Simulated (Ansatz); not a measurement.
Sr2ZrTiO6 in space group P4/mmm (No. 123; Pearson symbol tP10) at seven volumes, DFT-PBEsol in the program Ansatz with PAW potentials, shape and atoms relaxed at each. One row is withheld.

| V (Å³/atom) | P (GPa) |
|---|---|
| 11.822 | 19.86 |
| 12.212 | 12.14 |
| 12.601 | ? |
| 12.991 | 0.00 |
| 13.381 | -4.74 |
| 13.771 | -8.77 |
| 14.160 | -12.19 |

### Question
Fit the shown pressures and predict the withheld one.

### Answer
Third-order Birch–Murnaghan: P = (3/2)B₀(x^(7/2) − x^(5/2))[1 + (3/4)(B′ − 4)(x − 1)] with x = (V₀/V)^(2/3). Least squares on the six rows gives V₀ = 12.991 Å³/atom, B₀ = 171.0 GPa, B′ = 4.40. At V = 12.601, x = 1.0205 and P = 5.57 GPa. The run itself gave 5.58 GPa.

The start of the workflow was typed in or built on a structure type; neither database checked (COD, Materials Project) lists it. Its standing as an ambient phase is unchecked. The PBEsol relaxation kept the symmetry of its start. At this level the phase is dynamically unstable (imaginary phonons). The workflow began spin-polarised and lost its moments.

Potentials: the earlier of the program's two PAW sets. The files were generated under PBE; for other functionals the program regenerates the frozen cores, and for LDA and PBEsol the local potential too.
